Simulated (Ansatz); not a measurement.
Relaxed candidate structures of TiTe2:

A. Pa-3 (No. 205), cP12; a = 6.841 Å, b = 6.841 Å, c = 6.841 Å, α = 90.00°, β = 90.00°, γ = 90.00°; Ti 4a (0.000, 0.000, 0.000); Te 8c (0.361, 0.361, 0.361)

B. P-3m1 (No. 164), hP3, CdI2 type; a = 3.8015 Å, b = 3.8015 Å, c = 6.9010 Å, α = 90.00°, β = 90.00°, γ = 120.00°; Ti 1a (0.000, 0.000, 0.000); Te 2d (0.333, 0.667, 0.246)

C. C222₁ (No. 20), oS24; a = 7.007 Å, b = 11.745 Å, c = 11.860 Å, α = 90.00°, β = 90.00°, γ = 90.00°; Te 4b (0.000, 0.225, 0.750); Te 4a (0.455, 0.000, 0.000); Te 8c (0.027, 0.158, 0.411); Ti 8c (0.107, 0.694, 0.056)

**Question.** Order them by energy per atom (lowest first) at the level r2SCAN (plane waves to 500 eV, PAW, scalar-relativistic; Ansatz, a quantum-chemistry and plane-wave program).

**Answer.** B (reference, the lowest of the structures calculated here), A (+0.27 eV/atom), C (+0.38 eV/atom)

**Question.** Which candidates are metallic at this level, and what gaps do the others have?

**Answer.** No gap: A, B. C: 0.55 eV (no spin-orbit coupling).

1 run with a doubtful electronic state, a coarser numerical grid, an end not at rest or a source that can't be used is left out. 4 generated cells of layers, chains or molecules, poorly bound without dispersion, are left out. Each run could gain symmetry but not lose that of its start, so entries can be saddle points. From databases, or of a type measured for this composition: P-3m1, hP3, CdI2 type; the others are generated cells (placed on structure types, drawn at random, substituted or restacked) that were not matched to a known phase here. Static energies at zero pressure. No spin polarisation in the result. Without a van der Waals term the distances between weakly bound units are poorly fixed. Spin-orbit coupling is missing; with elements this heavy it can move band edges by tenths of an eV or more. Gaps of cells over 8 atoms come from the SCF mesh and high-symmetry points alone.
